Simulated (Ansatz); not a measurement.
Theory: DFT PBE, scalar-relativistic, plane waves, PAW in Ansatz 0.2.0. Settings: cutoff 420 eV, Γ-centred meshes spaced at most about 0.3 Å⁻¹, and about 0.25 Å⁻¹ or finer for metals (2π included), Gaussian smearing. Collinear spin in cells that started with moments and kept them past the coarse steps, no spin elsewhere.

Temperature and zero-point effects are left out.

Two relaxed structures of Sr4NbO:

A. (no spin)

```
Sr Nb O
1.0
     5.10411    0.00000    0.00000
     0.00000    5.10411    0.00000
     0.00000    0.00000    7.25797
Sr Nb O
4 1 1
Direct
  0.50000 0.00000 0.77107
  0.00000 0.50000 0.22893
  0.50000 0.00000 0.22893
  0.00000 0.50000 0.77107
  0.50000 0.50000 0.50000
  0.00000 0.00000 0.00000
```

B. (site moments Nb 3.3; O -0.3 μB)

```
Sr Nb O
1.0
     0.00000    4.91359    4.91359
     4.91359    0.00000    4.91359
     4.91359    4.91359    0.00000
Sr Nb O
4 1 1
Cartesian
  3.6807 3.6807 3.6807
  3.6807 6.1465 6.1465
  6.1465 6.1465 3.6807
  6.1465 3.6807 6.1465
  0.0000 0.0000 0.0000
  7.3704 7.3704 7.3704
```

Task: Which form is favoured at zero pressure, and by what margin per atom?

Result: A is lower, by 0.97 eV/atom. A has space group P4/mmm (No. 123), 31.5 Å³/atom and no gap on its mesh; B has space group F-43m (No. 216), 39.5 Å³/atom and no gap. Counting Nb or Sr atoms around O (for each partner element, those within 1.25 times its shortest distance or 1.15 times the sum of covalent radii, where it is the nearest in units of that sum or under 1.3; the shortest distance is added where it is long for a bond), A has O 8 and B has O 12 from 4.1 Å. Their magnetic states differ too. The denser one is the lower, and pressure would at first widen the difference. Even the lower one lies +0.19 eV/atom against the reference forms of the elements (uncorrected), so neither is stable at this level. In A, around Sr lie 2 O at 3.05 Å, 2 Nb at 3.22 Å, 1 Sr at 3.32 Å, 4 Sr at 3.61 Å and 1 Sr at 3.93 Å; around Nb lie 8 Sr at 3.22 Å; O has 8 Sr at 3.05 Å. In B, Sr is surrounded by 6 Sr at 3.46–3.49 Å, 3 Nb at 4.07 Å and 3 O at 4.08 Å; around Nb lie 12 Sr at 4.07 Å and 4 O at 4.26 Å; around O lie 12 Sr at 4.08 Å and 4 Nb at 4.26 Å (long contacts). Both come from invented guesses. A third cell relaxed alike, in P4/mmm, lies 0.38 eV/atom below the lower of the two.

A magnetic state wasn't ruled out in cells without spin, among them P4/mmm. The magnetic state reached may not be the lowest. Cells relaxed within their symmetry can be saddle points. Some candidate types were left out of the draw beforehand, so a known form may be missing.
